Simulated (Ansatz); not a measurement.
# TaTi4: rattling a relaxed structure

The structure comes from a proposed guess, relaxed at this level; another structure or a mixture of phases may lie lower.

All numbers below come from DFT PBE, scalar-relativistic, plane waves, PAW (Ansatz). Plane waves to 420 eV, a k mesh through Γ of 12×12×2 on the computed 10-atom cell and Gaussian smearing (0.10 eV); no spin polarisation.

The cell below (10 atoms, space group P6_3/mmc (No. 194)) is relaxed within its symmetry.

```xyz
10
Lattice="2.9298 0.0000 0.0000 -1.4649 2.5372 0.0000 0.0000 0.0000 23.7408" Properties=species:S:1:pos:R:3 pbc="T T T"
Ti    0.0000    1.6915    1.1785
Ti    1.4649    0.8457    3.4947
Ti    1.4649    0.8457    8.3757
Ti    0.0000    1.6915   20.2461
Ti    1.4649    0.8457   22.5623
Ti    1.4649    0.8457   13.0489
Ti    0.0000    1.6915   10.6919
Ti    0.0000    1.6915   15.3651
Ta    0.0000    1.6915    5.9352
Ta    1.4649    0.8457   17.8056
```

For the test it was strained at random (σ = 1.5 % a component), the atoms were moved at random (σ = 0.10 Å), and all was relaxed again on a coarse 12×12×1 mesh (in the run’s order of axes) with 0.20 eV smearing, with no symmetry imposed.

These runs have no spin–orbit coupling, which can matter for Ta.

Question: Is the structure stable against such a distortion?

Answer: It doesn't return. The energy falls by 15 meV/atom on that mesh, the volume changes by -0.4 %, and the end has space group Cmcm (No. 63) at a loose tolerance. Relaxed again on a 12×12×2 mesh with 0.10 eV smearing, the new structure lies 17 meV/atom below the first (mesh in the axes of the run's cell; the cell below is made exact in the group named). Space group Cmcm (No. 63), orthorhombic, a = 2.970 Å, b = 5.006 Å, c = 23.638 Å. Around Ti on its first site lie 12 Ti at 2.86–2.97 Å; Ti on its second site is surrounded by 2 Ta at 2.84 Å, 9 Ti at 2.86–2.97 Å, 1 Ta at 3.37 Å and 1 Ta at 3.58 Å; around Ta lie 4 Ti at 2.84 Å, 6 Ta at 2.91–2.97 Å, 2 Ti at 3.37 Å and 2 Ti at 3.58 Å.

```xyz
10
Lattice="1.4852 -2.5029 0.0000 1.4852 2.5029 0.0000 0.0000 0.0000 23.6377" Properties=species:S:1:pos:R:3 pbc="T T T"
Ti    1.4852    0.8524    1.1772
Ti    1.4852   -0.8659    3.4964
Ti    1.4852   -0.8659    8.3225
Ti    1.4852    0.8659   20.1413
Ti    1.4852   -0.8524   22.4605
Ti    1.4852   -0.8524   12.9961
Ti    1.4852    0.8524   10.6416
Ti    1.4852    0.8659   15.3152
Ta    1.4852    1.4897    5.9094
Ta    1.4852   -1.4897   17.7283
```
